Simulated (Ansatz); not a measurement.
**Field gradients of C from run to run**

Cell of run 1: an entry of the Crystallography Open Database (COD; perhaps a calculated or model structure).

Space group P6_3/mmc (No. 194); a = 2.5221, c = 16.4743 Å, γ = 120.00°.

| site | Wyckoff | site symmetry | x | y | z |
| --- | --- | --- | --- | --- | --- |
| C1 | 4e | 3m. | 0.0000 | 0.0000 | 0.0469 |
| C5 | 4f | 3m. | 0.3333 | 0.6667 | 0.0781 |
| C9 | 4f | 3m. | 0.3333 | 0.6667 | 0.1719 |
| C13 | 4f | 3m. | 0.3333 | 0.6667 | 0.7969 |

One atom of each set is listed.

Relaxed positions (PBE, cell held):

C1 (0.0000, 0.0000, 0.0467)
C5 (0.3333, 0.6667, 0.0779)
C9 (0.3333, 0.6667, 0.1712)
C13 (0.3333, 0.6667, 0.7974)

All runs are DFT with Ansatz 0.2.0 (plane waves and PAW, scalar-relativistic unless spin–orbit coupling is named, Γ-centred meshes, Fermi–Dirac smearing where given) in this cell.

Run 1: PBE, atoms as given; 420 eV, 15×15×2 k-points, smearing 0.05 eV.
Run 2: PBE, atoms relaxed; 420 eV, 15×15×2 k-points, smearing 0.05 eV.
Run 3: r2SCAN, at the relaxed atoms; 500 eV, 15×15×2 k-points, smearing 0.05 eV.

(1) What does each run give, and what moves the gradients most?

Results:

(1) 

| run | C13 V_zz (η) |
| --- | --- |
| 1 | 0.099 (0.00) |
| 2 | 0.22 (0.00) |
| 3 | 0.22 (0.00) |

V_zz in 10²¹ V/m²; 1 of the 4 sets of like atoms are followed. Against run 1, the gradient tensors on these sites move by at most 0.12 in run 2 (C13), 0.12 in run 3 (C13). Taken one at a time, the positions of the atoms (as given or relaxed) move the tensors on these sites by up to 0.12 (largest principal value of the change, on C13), the functional (r2SCAN with its higher cutoff) by 0.00.

In run 1 the atoms aren't at the calculated equilibrium (largest force 0.32 eV/Å).
